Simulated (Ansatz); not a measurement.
## NbAsC: input and output

The input, for Ansatz 0.2.0 (plane waves, PAW):

```yaml
crystal:
  lattice:
    - [3.340826, 0.0, 0.0]
    - [0.0, 3.340826, 0.0]
    - [0.0, 0.0, 7.50182]
  atoms:
    - { symbol: C, position: [0.0, 0.0, 0.0] }
    - { symbol: C, position: [0.5, 0.5, 0.0] }
    - { symbol: As, position: [0.5, 0.0, 0.609] }
    - { symbol: As, position: [0.0, 0.5, 0.391] }
    - { symbol: Nb, position: [0.5, 0.0, 0.256] }
    - { symbol: Nb, position: [0.0, 0.5, 0.744] }
  symmetry: { tolerance: 0.0003 }
kpoints:
  mp_grid: { grid: [10, 10, 5], shift: [0, 0, 0] }
  band_path:
    path:
      - [0.0, 0.0, 0.0]
      - [0.0, 0.5, 0.0]
      - [0.5, 0.5, 0.0]
      - [0.0, 0.0, 0.0]
      - [0.0, 0.0, 0.5]
      - [0.0, 0.5, 0.5]
      - [0.5, 0.5, 0.5]
      - [0.0, 0.0, 0.5]
      - [0.0, 0.5, 0.0]
      - [0.0, 0.5, 0.5]
      - [0.5, 0.5, 0.0]
    npoints: 6
magnetization:
  spin_polarized: false
scf:
  occupations: { method: fermi_dirac }
  lower_state_search: "off"
  max_iter: 200
hamiltonian:
  pseudopotentials: { kind: paw }
  xc: r2scan
basis:
  ecutwfc: 500
  fft_grid_basis: typed
output:
  forces: true
  stress: true
  eigenvalues: true
  bader: true
  populations: true
  elf: true
  write_potential: true
  volumetric_format: npy
  dos:
    e_range: [-12, 8]
    de: 0.05
    projected: { site_lists: { As: [As], C: [C], Nb: [Nb] } }
checkpoint:
  read: saved_state
```

The run starts from an earlier solution of this cell. 

Parts of the output:

```
Pseudopotentials: kind: paw
Pseudopotential: C, paw, valence charge 4, recommended cutoff 500 eV (meta_gga), C.paw.azcp
Pseudopotential: As, paw, valence charge 15, recommended cutoff 500 eV (meta_gga), As.paw.azcp
Pseudopotential: Nb, paw, valence charge 13, recommended cutoff 500 eV (meta_gga), Nb.paw.azcp
Functional definition: r2SCAN
  exchange = r2scan_x(k0 = k0, k1 = k1, a1 = a1)
  correlation = r2scan_c
Crystal: 6 atoms, lattice volume = 83.729 Å³
Basis set: ecut = 500 eV, 2115 PW (Γ), exchange–correlation on 100×100×240 points (64 copies of the dense FFT grid, shifted against one another)
Bands: 39, of which v1, the nominal top of the filled ones, is band 32 counted from 1 (31 counted from 0)
Symmetry: 16 space group operations
Space group: P4/nmm (ITA 129), of the structure as read, at distance tolerance 1.3e-3 Å
k-points: 63 of 500
Initial density: read from a saved state, or passed on in memory by an earlier SCF of this step, an earlier step, the calling program or the single point that the run made first
Functional: x = r2scan, c = r2scan; τ floored in thin density (d = 2e-4 eV/Å³)
SCF iter   1: F=-19356.6607 eV  Δρ=4.44e-3  dr2=5.44e-2  dr2_τ=4.96e-3
SCF iter   2: F=-19356.7006 eV  Δρ=1.34e-3  dr2=5.06e-3  dr2_τ=9.38e-4
SCF iter   3: F=-19356.7032 eV  Δρ=7.11e-4  dr2=1.52e-3  dr2_τ=2.98e-5
SCF iter   4: F=-19356.7042 eV  Δρ=2.51e-4  dr2=1.17e-4  dr2_τ=4.88e-6
SCF iter   5: F=-19356.7043 eV  Δρ=1.11e-4  dr2=1.77e-5  dr2_τ=4.71e-7
SCF iter   6: F=-19356.7043 eV  Δρ=5.51e-5  dr2=2.78e-6  dr2_τ=1.92e-7
SCF iter   7: F=-19356.7043 eV  Δρ=1.44e-5  dr2=2.68e-7  dr2_τ=2.19e-8
SCF iter   8: F=-19356.7043 eV  Δρ=2.12e-6  dr2=3.76e-9  dr2_τ=3.22e-10
Free energy (F): -19356.7043 eV
Harris-Foulkes:  -19356.7043 eV  (|F-HF|=1.56e-9)
Internal energy: -19356.6486 eV  (E = F + TS)
E sigma→0 (E₀):  -19356.6764 eV
Entropy (-TS):   -0.0557 eV (-9.286 meV/atom)
Fermi energy:    15.3193 eV
--- Forces (eV/Å), atoms counted from 1 ---
  atom   1  C      0.0000     0.0000     0.0000
  atom   2  C      0.0000     0.0000     0.0000
  atom   3  As     0.0000     0.0000    -0.2934
  atom   4  As     0.0000     0.0000     0.2934
  atom   5  Nb     0.0000     0.0000    -5.5677
  atom   6  Nb     0.0000     0.0000     5.5677
--- Stress (GPa, compression-positive) ---
       -0.1872       0.0000       0.0000
        0.0000      -0.1872       0.0000
        0.0000       0.0000     -13.0827
  P = ⅓ Tr σ = -4.4857 GPa (-44.857 kbar)
--- Löwdin populations: 6 sites ---
  site symbol       q [e]
     0      C      4.3427
     1      C      4.3427
     2     As     14.9773
     3     As     14.9773
     4     Nb     12.5690
     5     Nb     12.5690
  spilling = 0.0035 (of n_electrons = 64.0000)
--- Bader charges: 6 sites ---
  site symbol  charge [e]  shift [e]
     0      C     -0.7544     0.0003
     1      C     -0.7544     0.0003
     2     As     -0.7811     0.0004
     3     As     -0.7811     0.0004
     4     Nb      1.5355     0.0007
     5     Nb      1.5355     0.0007
```

Absolute energies hang on the potentials; compare differences alone.

Origin: a known structure type with other elements, at an estimated volume, so it need not be a known compound. Caveats: atoms or cell far from equilibrium.
